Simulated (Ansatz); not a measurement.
This cell of Zr (hcp, Mg type) is off equilibrium:

```
Zr
1.0
    3.18473     0.00000     0.00000
   -1.59237     2.75806     0.00000
    0.00000     0.00000     5.11724
Zr
2
Direct
  0.37816   0.69948   0.75000
  0.66667   0.33333   0.25000
```

Level of theory: PBEsol (plane waves to 420 eV, PAW, scalar-relativistic; Ansatz, an electronic-structure program). k mesh 14×14×8 (Γ-centred), Fermi-Dirac smearing 0.05 eV. Energies are smeared free energies. Stress and pressure are positive under compression. With partly filled bands, energies and forces of such displacements shift with the k mesh and the smearing. The PAW data are Ansatz's earlier set. Zr is run without spin polarisation. Zr was relaxed with its symmetry unable to fall.

Problem. Predict the force on every atom, in eV/Å.

Solution. 
```json
[
 {"atom": "Zr1", "Fx": "-0.062", "Fy": "-0.064", "Fz": "0.000"},
 {"atom": "Zr2", "Fx": "0.062", "Fy": "0.064", "Fz": "0.000"}
]
```

Problem. Give the stress tensor in GPa and the pressure.

Solution. 
```
   -0.7     -0.5      0.0
   -0.5      0.4      0.0
    0.0      0.0      0.0
```
The pressure, a third of the trace, is -0.1 GPa.

Problem. In it atom 1 sits (0.091, 0.091, 0.000) Å away from its relaxed site. What is its energy relative to the relaxed cell?

Solution. 5.5 meV/cell.

(For displaced atoms, the force is minus the slope of the energy, and its curvature is a force constant, which sets phonon frequencies.)
